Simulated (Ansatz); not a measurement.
A relaxation computed with Ansatz, from input to last step.

```yaml
crystal:
  lattice:
    - [3.3628185973, 0.0, 0.0]
    - [0.0, 3.3628185973, 0.0]
    - [0.0, 0.0, 3.4726249188]
  atoms:
    - { symbol: Li, position: [0.0, 0.0, 0.0] }
    - { symbol: Li, position: [0.5, 0.5, 0.5] }
basis:
  ecutwfc: 420
kpoints:
  mp_grid: { grid: [16, 16, 16] }
hamiltonian:
  xc: pbesol
scf:
  occupations: { method: gaussian, width: 0.1 }
output:
  forces: true
  stress: true
  eigenvalues: true
  write_density: true
  write_potential: true
  elf: true
  volumetric_format: npy
relax:
  adjacent_minimum: "off"
  f_tol: 0.008
  max_steps: 40
  cell: { stress_tol: 0.015, fix: [a, b, gamma] }
```

```bash
ansatz run input.yaml --threads 1 --pin off --max-ram 2560MiB --backend cpu --events-out ev --progress --plain --runs-dir out
```

These are results of DFT PBEsol, scalar-relativistic, plane waves, PAW (Ansatz 0.2.0), not measurements.

Of 5 frames 4 are shown, positions in Å and forces in eV/Å; the SCF threshold varies from step to step. Steps run on the plane waves of an earlier cell, with a Pulay correction in the pressure. The basis is chosen afresh for the last frame, the zero of the energies, and at times for earlier ones too; energy and pressure step there, also at an unchanged geometry.

```xyz
2
Lattice="3.3628 0.0000 0.0000 0.0000 3.3628 0.0000 0.0000 0.0000 3.4726" Properties=species:S:1:pos:R:3:forces:R:3 pbc="T T T" step=1 free_energy_over_end_meV_per_atom=0.41 pressure_GPa=0.43
Li    0.0000    0.0000    0.0000    0.0000    0.0000    0.0000
Li    1.6814    1.6814    1.7363    0.0000    0.0000    0.0000
2
Lattice="3.3628 0.0000 0.0000 0.0000 3.3628 0.0000 0.0000 0.0000 3.4903" Properties=species:S:1:pos:R:3:forces:R:3 pbc="T T T" step=2 free_energy_over_end_meV_per_atom=0.24 pressure_GPa=0.36
Li    0.0000    0.0000    0.0000    0.0000    0.0000    0.0000
Li    1.6814    1.6814    1.7452    0.0000    0.0000    0.0000
2
Lattice="3.3628 0.0000 0.0000 0.0000 3.3628 0.0000 0.0000 0.0000 3.5397" Properties=species:S:1:pos:R:3:forces:R:3 pbc="T T T" step=3 free_energy_over_end_meV_per_atom=0.01 pressure_GPa=0.15
Li    0.0000    0.0000    0.0000    0.0000    0.0000    0.0000
Li    1.6814    1.6814    1.7699    0.0000    0.0000    0.0000
2
Lattice="3.3628 0.0000 0.0000 0.0000 3.3628 0.0000 0.0000 0.0000 3.5472" Properties=species:S:1:pos:R:3:forces:R:3 pbc="T T T" step=5 free_energy_over_end_meV_per_atom=0.00 pressure_GPa=0.13
Li    0.0000    0.0000    0.0000    0.0000    0.0000    0.0000
Li    1.6814    1.6814    1.7736    0.0000    0.0000    0.0000
```

Time: 15 s on 1 thread of Intel(R) Xeon(R) 6975P-C (Granite Rapids), with other jobs on the host, peak memory 0.48 GiB.